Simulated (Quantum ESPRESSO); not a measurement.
Ta3SnZnTiPd2, input and log of a self-consistent run

Computed values, not a measurement. The program is pw.x of Quantum ESPRESSO 7.5 (plane-wave density functional theory). The cell is made up: eight metal atoms on a hexagonal close-packed lattice, with elements, volume, strain and displacements drawn at random and not relaxed, so it may be unstable or far from any real phase. PseudoDojo standard norm-conserving files set the functional (PBE unless stated); there is no spin polarisation or spin-orbit coupling, the Fermi-Dirac width of 0.25 eV means electrons at about 2900 K, and the masses in the input are unused placeholders. The tin pseudopotential is less sure than most, with forces differing by about three percent from a second method on plain tin. Heavy elements are run without spin-orbit coupling, which real alloys of them have. A spin test at this wide smearing found no moment, but such smearing suppresses magnetism that the real alloy may have.

Input:

```
&control calculation='scf', pseudo_dir='./dojo.nc.sr.pbe.v0_5.standard.upf', outdir='./o', disk_io='minimal', tprnfor=.true., tstress=.true. /
&system ibrav=0, nat=8, ntyp=5, nbnd=77, ecutwfc=84.00895049, nosym=.true., tot_charge=0,
 occupations='smearing', smearing='fd', degauss=0.0183746611
/
&electrons conv_thr=1.470e-08, electron_maxstep=70, mixing_beta=0.5 /
ATOMIC_SPECIES
Pd 1.0 Pd.upf
Sn 1.0 Sn.upf
Ta 1.0 Ta.upf
Ti 1.0 Ti.upf
Zn 1.0 Zn.upf
CELL_PARAMETERS angstrom
2.9123 -0.0283 0.0258
-0.049 5.0782 -0.0325
0.0808 -0.0588 9.3789
ATOMIC_POSITIONS angstrom
Ta -0.0434 0.0767 0.0557
Sn 0.1134 0.0227 4.6181
Zn 0.0344 1.6864 2.2992
Ti 0.0142 1.6779 6.9451
Pd 1.435 2.5084 0.0178
Ta 1.509 2.4986 4.5677
Pd 1.576 4.1778 2.445
Ta 1.4416 4.2113 6.9835
K_POINTS automatic
8 5 3 1 1 1
```

The log is shortened where brackets say so; the opening notice, blank lines, dates and the lines on written files are dropped, and the path of the files is cut. It prints rydbergs, bohrs and kilobars, and counts compression as positive stress. Its total energy is the free energy E - TS of the whole cell.

```
     Program PWSCF v.7.5
     Parallel version (MPI & OpenMP), running on       4 processor cores
     Number of MPI processes:                 4
     Threads/MPI process:                     1
     [start-up lines left out]
     bravais-lattice index     =            0
     lattice parameter (alat)  =       5.5039  a.u.
     unit-cell volume          =     935.8443 (a.u.)^3
     number of atoms/cell      =            8
     number of atomic types    =            5
     number of electrons       =       121.00
     number of Kohn-Sham states=           77
     kinetic-energy cutoff     =      84.0090  Ry
     charge density cutoff     =     336.0358  Ry
     scf convergence threshold =      1.5E-08
     mixing beta               =       0.5000
     number of iterations used =            8  plain     mixing
     Exchange-correlation= PBE
                           (   1   4   3   4   0   0   0)
     [axes and pseudopotential details left out]
   Cartesian axes
     site n.     atom                  positions (alat units)
         1        Ta     tau(   1) = (  -0.0149010   0.0263343   0.0191241  )
         2        Sn     tau(   2) = (   0.0389349   0.0077939   1.5855855  )
         3        Zn     tau(   3) = (   0.0118109   0.5790112   0.7894109  )
         4        Ti     tau(   4) = (   0.0048754   0.5760928   2.3845413  )
         5        Pd     tau(   5) = (   0.4926951   0.8612379   0.0061115  )
         6        Ta     tau(   6) = (   0.5181024   0.8578732   1.5682811  )
         7        Pd     tau(   7) = (   0.5411063   1.4344123   0.8394701  )
         8        Ta     tau(   8) = (   0.4949612   1.4459142   2.3977256  )
     number of k points=    60  Fermi-Dirac smearing, width (Ry)=  0.0184
                       cart. coord. in units 2pi/alat
        k(    1) = (   0.0626148   0.0582883   0.0515832), wk =   0.0333333
        k(    2) = (   0.0644364   0.0569808  -0.1554694), wk =   0.0333333
     [further k points left out]
     Dense  grid:    97249 G-vectors     FFT dimensions: (  36,  60, 108)
     Estimated max dynamical RAM per process >     407.78 MB
     Estimated total dynamical RAM >       1.52 GB
     Initial potential from superposition of free atoms
     starting charge     120.9937, renormalised to     121.0000
     Starting wfcs are   77 randomized atomic wfcs
     total cpu time spent up to now is       11.1 secs
     per-process dynamical memory:   316.8 Mb
     Self-consistent Calculation
     iteration #  1     ecut=    84.01 Ry     beta= 0.50
     Davidson diagonalization with overlap
     ethr =  1.00E-02,  avg # of iterations =  5.7
     total cpu time spent up to now is       39.6 secs
     total energy              =   -1598.58974639 Ry
     estimated scf accuracy    <      41.13001796 Ry
     iteration #  2     ecut=    84.01 Ry     beta= 0.50
     Davidson diagonalization with overlap
     ethr =  1.00E-02,  avg # of iterations =  6.2
     total cpu time spent up to now is       93.8 secs
     total energy              =   -1598.13381115 Ry
     estimated scf accuracy    <     453.54294573 Ry
     iteration #  3     ecut=    84.01 Ry     beta= 0.50
     Davidson diagonalization with overlap
     ethr =  1.00E-02,  avg # of iterations =  5.8
     total cpu time spent up to now is      145.5 secs
     total energy              =   -1627.30498558 Ry
     estimated scf accuracy    <      25.14317135 Ry
     iteration #  4     ecut=    84.01 Ry     beta= 0.50
     Davidson diagonalization with overlap
     ethr =  1.00E-02,  avg # of iterations =  2.0
     total cpu time spent up to now is      174.3 secs
     total energy              =   -1627.59016473 Ry
     estimated scf accuracy    <      17.61339154 Ry
     iteration #  5     ecut=    84.01 Ry     beta= 0.50
     Davidson diagonalization with overlap
     ethr =  1.00E-02,  avg # of iterations =  1.1
     total cpu time spent up to now is      197.8 secs
     total energy              =   -1626.98867559 Ry
     estimated scf accuracy    <       8.64971993 Ry
     [iterations 6 to 15 left out]
     iteration # 16     ecut=    84.01 Ry     beta= 0.50
     Davidson diagonalization with overlap
     ethr =  5.89E-08,  avg # of iterations =  2.0
     total cpu time spent up to now is      532.2 secs
     total energy              =   -1627.04593177 Ry
     estimated scf accuracy    <       0.00012476 Ry
     iteration # 17     ecut=    84.01 Ry     beta= 0.50
     Davidson diagonalization with overlap
     ethr =  5.89E-08,  avg # of iterations =  1.0
     total cpu time spent up to now is      557.7 secs
     total energy              =   -1627.04593859 Ry
     estimated scf accuracy    <       0.00000652 Ry
     iteration # 18     ecut=    84.01 Ry     beta= 0.50
     Davidson diagonalization with overlap
     ethr =  5.39E-09,  avg # of iterations =  1.8
     total cpu time spent up to now is      585.0 secs
     total energy              =   -1627.04593901 Ry
     estimated scf accuracy    <       0.00000029 Ry
     iteration # 19     ecut=    84.01 Ry     beta= 0.50
     Davidson diagonalization with overlap
     ethr =  2.44E-10,  avg # of iterations =  2.1
     total cpu time spent up to now is      614.7 secs
     total energy              =   -1627.04593904 Ry
     estimated scf accuracy    <       0.00000020 Ry
     iteration # 20     ecut=    84.01 Ry     beta= 0.50
     Davidson diagonalization with overlap
     ethr =  1.64E-10,  avg # of iterations =  1.0
     total cpu time spent up to now is      642.2 secs
     End of self-consistent calculation
     [lines on levels left out]
!    total energy              =   -1627.04593905 Ry
     estimated scf accuracy    <       0.00000001 Ry
     smearing contrib. (-TS)   =      -0.10710718 Ry
     internal energy E=F+TS    =   -1626.93883187 Ry
     The total energy is F=E-TS. E is the sum of the following terms:
     one-electron contribution =    -700.44855736 Ry
     hartree contribution      =     414.14037303 Ry
     xc contribution           =    -280.04895671 Ry
     ewald contribution        =   -1060.58169083 Ry
     convergence has been achieved in  20 iterations
     Forces acting on atoms (cartesian axes, Ry/au):
     atom    1 type  3   force =     0.00771913   -0.03004308   -0.01729364
     atom    2 type  2   force =    -0.00534300   -0.01399042   -0.00783774
     atom    3 type  5   force =     0.00252208    0.02008776   -0.02563973
     atom    4 type  4   force =    -0.00021846    0.00430262    0.03845849
     atom    5 type  1   force =    -0.00160449    0.00416552   -0.00456753
     atom    6 type  3   force =     0.00620781    0.01476106    0.03730795
     atom    7 type  1   force =    -0.00906482    0.00878399   -0.04612642
     atom    8 type  3   force =    -0.00021825   -0.00806744    0.02569861
     Total force =     0.093880     Total SCF correction =     0.000764
     Computing stress (Cartesian axis) and pressure
          total   stress  (Ry/bohr**3)                   (kbar)     P=       18.41
   0.00003768   0.00005611  -0.00002417            5.54        8.25       -3.55
   0.00005611   0.00012540  -0.00001501            8.25       18.45       -2.21
  -0.00002417  -0.00001501   0.00021234           -3.55       -2.21       31.24
     init_run     :      9.60s CPU     10.11s WALL (       1 calls)
     electrons    :    619.00s CPU    631.15s WALL (       1 calls)
     forces       :      3.92s CPU      3.95s WALL (       1 calls)
     stress       :     15.94s CPU     16.30s WALL (       1 calls)
     [timing details left out]
     PWSCF        :  10m49.50s CPU  11m 2.60s WALL
     JOB DONE.
```

In other units: free energy -22137.088 eV for the cell, pressure 1.84 GPa, largest force component 1.186 eV/Å in size. The run took 664 s of wall time with four MPI processes on a shared machine (Intel Xeon, 2023 or later, virtual cores), so the time is rough. A rerun of this cell at a higher cutoff and on a denser mesh moved values by no more than 0.003 eV in energy, 0.05 GPa in stress and 0.009 eV/Å in force, and a second program with other atomic files agreed on that cell to 2 % rms in force and 0.5 GPa in pressure.